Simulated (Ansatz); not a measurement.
AlN in the zincblende structure, relaxed with r2SCAN: 10 runs in the PAW code Ansatz, each a construction of maximally localised Wannier functions. Space group F-43m (No. 216), cubic; conventional cell a = 4.370 Å, 10.43 Å³ an atom. Al has 4 N at 1.89 Å; N has 4 Al at 1.89 Å. Calculated for a static, non-magnetic cell.

```
Al N
1.0
     0.00000    2.18488    2.18488
     2.18488    0.00000    2.18488
     2.18488    2.18488    0.00000
Al N
1 1
Direct
  0.00000 0.00000 0.00000
  0.25000 0.25000 0.25000
```

Windows count from the top of the filled bands; a dash means that no such window was set (without an outer window there is no disentanglement). Rows marked drawn have settings drawn at random (some not listed).

| functional | SCF mesh | trial orbitals | functions | mesh | window (eV) | frozen (eV) | settings | Ω total (Å²) | Ω invariant (Å²) | largest spread (Å²) | least projectability | interpolation miss of the model's filled bands (eV, to the nearest computed level) |
| --- | --- | --- | --- | --- | --- | --- | --- | --- | --- | --- | --- | --- |
| PBE | 8×8×8 | N s, N p | 4 | 6×6×6 | – | – | chosen | 3.64 | 3.05 | 0.91 | 0.89 | 0.045 |
| PBE | 8×8×8 | N s, N p | 4 | 4×4×4 | – | – | chosen | 3.37 | 2.80 | 0.84 | 0.88 | 0.167 |
| PBE | 8×8×8 | N s, N p | 4 | 10×10×10 | – | – | chosen | 3.79 | 3.20 | 0.95 | 0.88 | 0.004 |
| PBE | 8×8×8 | N p | 3 | 6×6×6 | – | – | chosen | 3.80 | 3.76 | 1.27 | 0.79 | 0.043 |
| r2SCAN | 8×8×8 | N s, N p | 4 | 6×6×6 | – | – | chosen | 3.54 | 2.96 | 0.89 | 0.90 | 0.038 |
| r2SCAN | 8×8×8 | N p | 3 | 6×6×6 | – | – | chosen | 3.68 | 3.64 | 1.23 | 0.81 | 0.036 |
| HSE06 | 6×6×6 | N s, N p | 4 | 6×6×6 | – | – | chosen | 3.53 | 2.95 | 0.88 | 0.90 | – |
| HSE06 | 6×6×6 | N p | 3 | 6×6×6 | – | – | chosen | 3.68 | 3.65 | 1.23 | 0.80 | – |
| PBE | 8×8×8 | N s, N p (plain search) | 4 | 6×6×6 | – | – | drawn | 4.44 | 3.05 | 1.23 | 0.89 | 0.043 |
| PBE | 8×8×8 | N p | 3 | 3×3×3 | – | – | drawn | 3.12 | 3.08 | 1.04 | 0.83 | 0.423 |

A dash in the last column means that the miss wasn't evaluated.

For N s, N p with PBE the spread goes 3.37 Å² (4×4×4), 3.64 Å² (6×6×6), 3.79 Å² (10×10×10): finite differences on a coarse mesh understate it.
